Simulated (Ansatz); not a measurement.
Input:

GaSn₂N:
```xyz
4
Lattice="1.9435 1.1221 7.0522 -1.9435 1.1221 7.0522 0.0000 -2.2442 7.0522" Properties=species:S:1:pos:R:3 pbc="T T T"
Ga     0.0000     0.0000     0.5680
N      0.0000     0.0000     2.5337
Sn     0.0000     0.0000    10.1822
Sn     0.0000     0.0000    13.1626
```

This is the PBE-relaxed structure.

Task: All from the program Ansatz at the PBE level (PAW), unless another level is named. Estimate the electronic character.

Result: metallic (no gap).

Task: And the density of states at the Fermi level?

Result: 0.57 states/eV per atom (mean over ±0.08 eV).

Task: And the formation energy from the elements (no fitted shifts)?

Result: 0.35 eV/atom.

Space group R3m. The start of the workflow was typed in or built on a structure type; neither database checked (COD, Materials Project) lists it. Whether it is the stable phase at ambient conditions was not checked. Symmetry was held in the PBE relaxation; whether a distortion lowers the energy is not shown. The volume moved by 28 % from the start of the relaxation. Its formation energy is positive at this level, so the cell may be metastable or incomplete. The references are the lowest solids computed at this level, not always the standard phases (solids in place of the gases). Scalar-relativistic: spin–orbit coupling is off unless named, which matters more the heavier the elements.

Potentials: the earlier of the program's two PAW sets.
